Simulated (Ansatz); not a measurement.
The calculation used Ansatz, DFT PBE, scalar-relativistic, plane waves, PAW. All cells share a 420 eV cutoff and Γ-centred k meshes spaced at most about 0.3 Å⁻¹ (about 0.25 or finer for metals, 2π included). Collinear spin in cells that started with moments and kept them past the coarse steps, no spin elsewhere.

Each of these unrelaxed guesses is relaxed in cell and atoms within its symmetry. A guess keeps its type if space group and coordination stay and the shape of the cell changes little (axis ratios within about 15 %, angles within 6°); the volume may change.

1. MgAuC4N4 (collinear spin from parallel moments)

```
Mg C Au N
1.0
     5.95537    0.00000    0.00000
     0.00000    5.95537    0.00000
     0.00000    0.00000    5.95537
Mg C Au N
1 4 1 4
Direct
  0.00000 0.00000 0.00000
  0.19195 0.19195 0.19195
  0.19195 0.80805 0.80805
  0.80805 0.19195 0.80805
  0.80805 0.80805 0.19195
  0.50000 0.50000 0.50000
  0.30538 0.30538 0.30538
  0.30538 0.69462 0.69462
  0.69462 0.30538 0.69462
  0.69462 0.69462 0.30538
```

2. AgIrC4N4 (collinear spin from parallel moments)

```
Ag Ir C N
1.0
     6.00387    0.00000    0.00000
     0.00000    6.00387    0.00000
     0.00000    0.00000    6.00387
Ag Ir C N
1 1 4 4
Cartesian
  0.0000 0.0000 0.0000
  3.0019 3.0019 3.0019
  1.1674 1.1674 1.1674
  1.1674 4.8365 4.8365
  4.8365 1.1674 4.8365
  4.8365 4.8365 1.1674
  1.8429 1.8429 1.8429
  1.8429 4.1610 4.1610
  4.1610 1.8429 4.1610
  4.1610 4.1610 1.8429
```

3. AlAuC4N4

```
Al C Au N
1.0
     5.83412    0.00000    0.00000
     0.00000    5.83412    0.00000
     0.00000    0.00000    5.83412
Al C Au N
1 4 1 4
Cartesian
  0.0000 0.0000 0.0000
  1.0825 1.0825 1.0825
  1.0825 4.7516 4.7516
  4.7516 1.0825 4.7516
  4.7516 4.7516 1.0825
  2.9171 2.9171 2.9171
  1.7580 1.7580 1.7580
  1.7580 4.0761 4.0761
  4.0761 1.7580 4.0761
  4.0761 4.0761 1.7580
```

4. CaGaC2N2

```
Ca Ga C N
1.0
     3.52946    0.00000    0.00000
     1.70160    3.31309    0.00000
     1.31094    0.78140    9.71147
Ca Ga C N
1 1 2 2
Direct
  0.50000 0.50000 0.50000
  0.00000 0.00000 0.00000
  0.17968 0.82032 0.82032
  0.82032 0.17968 0.17968
  0.29056 0.70944 0.70944
  0.70944 0.29056 0.29056
```

5. MgAuC2N2

```
Mg C Au N
1.0
     3.38026    0.00000    0.00000
    -1.22058    3.21770    0.00000
    -0.78590   -1.62360    8.61885
Mg C Au N
1 2 1 2
Direct
  0.00000 0.00000 0.00000
  0.80805 0.80805 0.19195
  0.19195 0.19195 0.80805
  0.50000 0.50000 0.50000
  0.69462 0.69462 0.30538
  0.30538 0.30538 0.69462
```

6. AgPtC2N2

```
Ag Pt C N
1.0
     4.46147    0.00000    0.00000
    -1.13349    4.58901    0.00000
    -0.41939   -1.41539    7.61863
Ag Pt C N
1 1 2 2
Cartesian
  0.0000 0.0000 0.0000
  1.4543 1.5868 3.8093
  0.3093 -0.2479 6.1373
  2.5993 3.4215 1.4814
  0.7309 0.4277 5.2801
  2.1777 2.7459 2.3386
```

Question: Which guesses survive the relaxation?

Answer: Guesses 1, 2 and 3 keep their type.

```csv
guess,kept,start group,end group,V start (Å³/atom),V end,"b/a and c/a, end over start",nearest neighbours start,nearest neighbours end
1,yes,P-43m,P-43m,21.1,25.4,"1.00, 1.00","Au 4, C 1, Mg 4, N 1","Au 4, C 1, Mg 4, N 1"
2,yes,P-43m,P-43m,21.6,22.9,"1.00, 1.00","Ag 4, C 1, Ir 4, N 1","Ag 4, C 1, Ir 4, N 1"
3,yes,P-43m,P-43m,19.9,23.2,"1.00, 1.00","Al 4, Au 4, C 1, N 1","Al 4, Au 4, C 1, N 1"
4,no,P-1,P-1,18.9,19.3,"0.95, 0.97","C 1, Ca 2, Ga 2, N 1","C 1, Ca 6, Ga 2, N 1"
5,no,P-1,R-3m,15.6,14.8,-,"Au 2, C 1, Mg 2, N 1","Au 2, C 1, Mg 6, N 1"
6,no,P-1,Immm,26.0,14.6,-,"Ag 2, C 1, N 1, Pt 2","Ag 2, C 1, N 1, Pt 2"
```

Neighbours count within 15 % of an atom's shortest distance; end groups are read at 0.02 Å (0.05 Å in metals).

Spin–orbit coupling, which can matter for Au, Ir and Pt, is left out. In CaGaC2N2 P-1 an odd number of electrons in the primitive cell allows no gap without spin; a larger cell or a magnetic state could open one. A magnetic state wasn't ruled out in cells without spin, among them AgPtC2N2 Immm. Another magnetic order may lie lower. Cells relaxed within their symmetry can be saddle points.
